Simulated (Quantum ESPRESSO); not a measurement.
## Quadrupole interaction in PbF2 (changed cell)

```yaml
crystal:
  lattice:
    - [0.00000, 2.94316, 2.98753]
    - [2.94316, 0.00000, 2.98753]
    - [2.94316, 2.94316, 0.00000]
  atoms:
    - { symbol: Pb, position: [0.00000, 0.00000, 0.00000] }
    - { symbol: F, position: [0.75000, 0.75000, 0.75000] }
    - { symbol: F, position: [0.25000, 0.25000, 0.25000] }
```
The cell was made here from a computed Materials Project entry: strained by +1 % along the cube axis and by -0.5 % across it, atoms relaxed (PBE without dispersion, pw.x of a modified build of Quantum ESPRESSO, symmetry kept). The parent is PbF2 in Fm-3m; whether this form has been observed was not checked. Stability against distortions was not tested.

Computed: field gradients by PBE PAW (JTH datasets; density from pw.x of Quantum ESPRESSO, gradients reconstructed from it by a script), 22.5 Ha, k-mesh 7×7×7 through Γ.

| site | site symmetry | Vzz (a.u.) | η_Q | ∣C_Q∣ (MHz) |
|---|---|---|---|---|
| Pb (atom 1) | 4/mmm | -0.055 | 0.00 | – |
| F (atoms 2, 3) | -4m2 | 0.032 | 0.00 | – |

Convention: |Vzz| is the largest principal value, η_Q = (Vxx − Vyy)/Vzz, |C_Q| = |eQVzz/h|. Cores are frozen. Against all-electron runs on small test molecules, this scheme's |Vzz| missed by −6 to +4 % (−29 % in KF) on F. Pb had no test against all-electron runs. Spin–orbit coupling is left out, a limit on Pb.
